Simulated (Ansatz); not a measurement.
Nb3Sn:
```cif
data_Nb6Sn2
_chemical_formula_sum 'Nb6 Sn2'
_space_group_name_H-M_alt 'Pm-3n'
_space_group_IT_number 223
_space_group_name_Hall '-P 4n 2 3'
_cell_length_a 5.25860
_cell_length_b 5.25860
_cell_length_c 5.25860
_cell_angle_alpha 90.000
_cell_angle_beta 90.000
_cell_angle_gamma 90.000
loop_
_atom_site_label
_atom_site_type_symbol
_atom_site_symmetry_multiplicity
_atom_site_Wyckoff_symbol
_atom_site_fract_x
_atom_site_fract_y
_atom_site_fract_z
_atom_site_occupancy
Nb1 Nb 6 c 0.00000 0.50000 0.25000 1
Sn1 Sn 2 a 0.00000 0.00000 0.00000 1
```

Relaxed with PBEsol.

Decompose the optical modes at the zone centre into irreducible representations, and say which are infrared and Raman allowed.

Point group m-3m: Γ_opt = A2g + Eg + T1g + 2T1u + T2g + 2T2u. Infrared: T1u. Raman: Eg, T2g.

Assign frequencies (DFPT, DFT-PBEsol in the program Ansatz with PAW potentials).

T2u 96, T1g 110, T2g 130, T1u 141, A2g 167, Eg 171, T1u 198, T2u 209 cm⁻¹.

The cell was relaxed with PBEsol under the symmetry of its start; of distortions, only those at the zone centre were tested. No spin polarisation was allowed. As this level gives no gap, phonon frequencies hold no LO–TO term and depend on the k-mesh and smearing (Fermi–Dirac, 0.1 eV here). Spin–orbit coupling is left out wherever it is not named.

Potentials: the later of the program's two PAW sets.
